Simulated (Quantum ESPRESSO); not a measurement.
Kohn-Sham bands of MgZnO2 (R-3m)

```
MgZnO2
1.0
   -1.52182     2.63586     0.00000
   -3.04363     0.00000     0.00000
   -1.52182     0.87862     4.94647
Mg Zn O
1 1 2
Direct
  0.00000   0.00000   0.00000
  0.50000   0.50000   0.50000
  0.74709   0.74709   0.75873
  0.25291   0.25291   0.24127
```

Structure: Materials Project mp-1221939, symmetrised, not relaxed again. Not found in the COD (Crystallography Open Database) copy used; not checked further. Level: PBEsol, no spin polarisation, no spin-orbit coupling; pw.x of Quantum ESPRESSO at 68 Ry with PseudoDojo potentials, 8×8×8 k-points, Wannier90. Density: 12×12×12 mesh, cold smearing 0.01 Ry.

Energies are relative to the valence-band maximum; weights are on the orthonormalised atomic waves of the pseudopotential files, averaged over the group. 42 electrons a cell are treated as valence.

**Question.** Into which isolated groups do the bands fall, where do they lie and what are they made of?

**Answer.** 
```json
[
 {"bands": "1", "from (eV)": "-123.01", "to (eV)": "-123.01", "filling": "filled", "weight on atomic waves": "Zn 3s 100 %"},
 {"bands": "2–4", "from (eV)": "-77.31", "to (eV)": "-77.31", "filling": "filled", "weight on atomic waves": "Zn 3p 100 %"},
 {"bands": "5", "from (eV)": "-72.53", "to (eV)": "-72.52", "filling": "filled", "weight on atomic waves": "Mg 2s 99 %"},
 {"bands": "6–8", "from (eV)": "-39.49", "to (eV)": "-39.44", "filling": "filled", "weight on atomic waves": "Mg 2p 100 %"},
 {"bands": "9–10", "from (eV)": "-17.54", "to (eV)": "-16.02", "filling": "filled", "weight on atomic waves": "O 2s 89 %, Mg 3s 5 %"},
 {"bands": "11–21", "from (eV)": "-6.07", "to (eV)": "0.00", "filling": "filled", "weight on atomic waves": "O 2p 49 %, Zn 3d 45 %"}
]
```

The Kohn-Sham gap over both meshes and the path is 2.35 eV.
